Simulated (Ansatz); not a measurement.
NaLaS₂ in space group I4_1/amd (No. 141; Na on 4a, La on 4b, S on 8e), r²SCAN (plane waves, PAW; program Ansatz). The conduction-band minimum lies at Γ, with 1 equivalent valley. Second derivatives d²E/dk² of the lowest band at one valley (eV·Å²), along Cartesian directions:

```csv
direction,d²E/dk²
[100],21.35
[010],21.35
[001],4.859
[110],21.35
[101],13.11
[011],13.11
```

Find the principal effective masses, the density-of-states mass and the conductivity mass.

Off-diagonal terms follow from H_xy = H[110] − (H_xx + H_yy)/2, and m*/mₑ = 7.620 eV·Å² over each eigenvalue: 0.36, 0.36, 1.6. One valley's DOS mass (m₁m₂m₃)^(1/3) = 0.58, conductivity mass 3/(Σ 1/mᵢ) = 0.48 mₑ.

What effective density of states Nc follows at 300 K for parabolic valleys?

Nc = 2.509e19 × 1 × (0.58)^(3/2) ≈ 1.1e19 cm⁻³.

The workflow started from a Materials Project entry (that database holds measured and hypothetical structures alike); the Crystallography Open Database copy checked does not list it. Whether it is the stable phase at ambient conditions was not checked. The r²SCAN relaxation kept the symmetry of its start; whether a distortion lowers the energy is not shown. Scalar-relativistic: spin–orbit coupling is off unless named, which matters more the heavier the elements.

Potentials: the later of the program's two PAW sets.

Edges and masses are those of Kohn–Sham bands, whose gap is no quasiparticle gap.
